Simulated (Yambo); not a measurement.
Consider the following.

```
CELL_PARAMETERS angstrom
      0.00000     3.20033     3.20033
      3.20033     0.00000     3.20033
      3.20033     3.20033     0.00000
ATOMIC_POSITIONS crystal
  Na 0.00000 0.00000 0.00000
  I  0.50000 0.50000 0.50000
```

Workflow: norm-conserving PBEsol (Quantum ESPRESSO, 88 Ry, scalar-relativistic), then G0W0 in Yambo (4×4×4 Γ-centred k mesh, bands 2 to 146 and a 10 Ry block in the screening, 146 bands in G with the Bruneval-Gonze terminator, plasmon pole fitted at 27.2 eV).

Task: Give the PBEsol and G0W0 gaps between the band edges found on this mesh, and say where the edges lie.

Result: Edges: Γ → Γ. PBEsol: 3.59 eV; G0W0: 5.70 eV. Nearest settings tried, and what they do to the gap: 49 bands in W, 49 bands in G: -79 meV. Not varied: block, mesh. So the settings aren't converged at that level. Without spin-orbit coupling, band edges of such heavy elements can be off by tenths of an eV.

Geometry relaxed with PBEsol.
